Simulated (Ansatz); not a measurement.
# Relaxation path: rocksalt CsH (110), 2 layers

DFT, PBEsol, PAW with Ansatz's default frozen-core files, scalar-relativistic (Ansatz 0.2.0); a Γ-centred 7×5×1 k mesh, Fermi–Dirac smearing of 0.02 eV, no spin polarisation. The run relaxes the atoms in the fixed cell.

Command: `ansatz run input.yaml --threads 2 --pin off --max-ram 4096MiB --backend cpu --events-out ev --progress --plain --runs-dir out` It took 16 s on 2 threads of Intel(R) Xeon(R) 6975P-C (Granite Rapids), on a shared host, peak memory 0.64 GiB.

```yaml
crystal:
  lattice:
    - [4.4196356466, 0.0, 0.0]
    - [0.0, 6.2503086722, 0.0]
    - [0.0, 0.0, 18.2098]
  atoms:
    - { symbol: Cs, position: [0.25, 0.0, 0.4393233912] }
    - { symbol: H, position: [0.25, 0.5, 0.4393233912] }
    - { symbol: Cs, position: [0.75, 0.5, 0.5606766088] }
    - { symbol: H, position: [0.75, 0.0, 0.5606766088] }
kpoints:
  mp_grid: { grid: [7, 5, 1] }
scf:
  occupations: { method: fermi_dirac, width: 0.02 }
hamiltonian:
  xc: pbesol
  pseudopotentials: { kind: paw }
output:
  forces: true
  stress: true
  eigenvalues: true
relax:
  f_tol: 0.01
  max_steps: 40
efield:
  axis: 3
  amplitude: 0
  dipole_correction: true
```

Each step lists its free energy a cell above the last geometry, and Cartesian positions (Å) with forces (eV/Å).

The first step:

```
step 1  dF = 131.61 meV
  Cs 1.1049 0.0000 8.0000   0.0000 0.0000 0.1770
  H 1.1049 3.1252 8.0000   0.0000 0.0000 0.3056
  Cs 3.3147 3.1252 10.2098   0.0000 0.0000 -0.1770
  H 3.3147 0.0000 10.2098   0.0000 0.0000 -0.3055
```

Spin–orbit coupling is left out, which matters for the heavy atoms. The PAW files were made under PBE.

Q: Where does the relaxation end, and by which steps?

A: After 5 geometries, with a shortest distance of 2.846 Å. The further steps:
```
step 2  dF = 26.68 meV
  Cs 1.1049 0.0000 8.0463   0.0000 0.0000 0.0861
  H 1.1049 3.1252 8.1983   0.0000 0.0000 0.1519
  Cs 3.3147 3.1252 10.1635   0.0000 0.0000 -0.0861
  H 3.3147 0.0000 10.0116   0.0000 0.0000 -0.1520
step 3  dF = 3.01 meV
  Cs 1.1049 0.0000 8.0833   0.0000 0.0000 -0.0601
  H 1.1049 3.1252 8.3915   0.0000 0.0000 -0.0436
  Cs 3.3147 3.1252 10.1265   0.0000 0.0000 0.0598
  H 3.3147 0.0000 9.8182   0.0000 0.0000 0.0439
step 4  dF = 0.66 meV
  Cs 1.1049 0.0000 8.0235   0.0000 0.0000 0.0273
  H 1.1049 3.1252 8.3822   0.0000 0.0000 0.0020
  Cs 3.3147 3.1252 10.1862   0.0000 0.0000 -0.0271
  H 3.3147 0.0000 9.8277   0.0000 0.0000 -0.0022
step 5  dF = 0.00 meV
  Cs 1.1049 0.0000 8.0513   0.0000 0.0000 -0.0004
  H 1.1049 3.1252 8.3650   0.0000 0.0000 0.0021
  Cs 3.3147 3.1252 10.1585   0.0000 0.0000 0.0004
  H 3.3147 0.0000 9.8448   0.0000 0.0000 -0.0021
step 6  dF = 0.00 meV  (same geometry, solved once more)
  Cs 1.1049 0.0000 8.0513   0.0000 0.0000 -0.0003
  H 1.1049 3.1252 8.3650   0.0000 0.0000 0.0021
  Cs 3.3147 3.1252 10.1585   0.0000 0.0000 0.0004
  H 3.3147 0.0000 9.8448   0.0000 0.0000 -0.0021
```
